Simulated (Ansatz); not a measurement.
Computed with DFT PBE, scalar-relativistic, plane waves, PAW (Ansatz). Settings: cutoff 420 eV, Γ-centred meshes spaced at most about 0.3 Å⁻¹, and about 0.25 Å⁻¹ or finer for metals (2π included), Gaussian smearing. No spin polarisation in the final relaxations.

Temperature and zero-point effects are left out.

Compare these two cells of Al₂GaSb₃, each relaxed at this level.

A. Space group Cmmm (No. 65), orthorhombic, a = 8.351 Å, b = 9.885 Å, c = 5.314 Å. Around Al lie 1 Ga at 2.52 Å and 2 Sb at 2.65 Å; Ga is surrounded by 2 Al at 2.52 Å, 2 Sb at 2.66 Å and 2 Sb at 2.88 Å; around Sb on a site of symmetry m2m lie 2 Al at 2.65 Å and 1 Ga at 2.88 Å; Sb on a site of symmetry mmm has 2 Ga at 2.66 Å.

B. Space group P6/mmm (No. 191), hexagonal, a = 6.921 Å, c = 4.090 Å. Al has 6 Sb at 2.86 Å, 3 Ga at 4.00 Å and 5 Al at 4.00–4.09 Å; around Ga lie 6 Al at 4.00 Å, 12 Sb at 4.02 Å and 2 Ga at 4.09 Å (long contacts); Sb has 4 Al at 2.86 Å, 4 Sb at 3.46 Å and 4 Ga at 4.02 Å.

**Question.** Which is lower in energy, and by how much?

**Answer.** B is lower, by 192 meV/atom. A has space group Cmmm (No. 65), 36.6 Å³/atom and no gap on its mesh; B has space group P6/mmm (No. 191), 28.3 Å³/atom and no gap. Counting Sb atoms around Al and Ga (those within 1.25 times the shortest such distance or 1.15 times the sum of covalent radii; the shortest distance is added where it is long for a bond), A has Al 2, Ga 4 and B has Al 6, Ga 12 from 4.0 Å. The denser one is the lower, and pressure would at first widen the difference. Even the lower one lies +0.32 eV/atom against the reference forms of the elements (uncorrected), so neither is stable at this level. Both come from invented guesses. A third cell relaxed alike, in P3m1, lies 229 meV/atom below the lower of the two.

These runs have no spin–orbit coupling, which can matter for Sb. Cells relaxed within their symmetry can be saddle points.
